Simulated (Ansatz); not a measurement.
Structure types of LuSb were relaxed at one common pressure (all-electron LAPW in Ansatz 0.2.0 under LDA, scalar-relativistic, no spin polarisation, zero temperature). They take these volumes:

```json
{"type": "rocksalt", "space group": "Fm-3m", "V (Å³/atom)": "18.85"}
{"type": "CsCl", "space group": "Pm-3m", "V (Å³/atom)": "17.52"}
{"type": "zincblende", "space group": "F-43m", "V (Å³/atom)": "23.87"}
{"type": "distorted NiAs", "space group": "P6_3/mmc", "V (Å³/atom)": "17.48"}
{"type": "anti NiAs", "space group": "P6_3/mmc", "V (Å³/atom)": "18.92"}
```

Q: At about which pressure, and is the densest type also the lowest in enthalpy?

A: 45 GPa. The densest is distorted NiAs, and it is 77 meV/atom above CsCl: its gain in pV doesn't pay for its higher energy here.
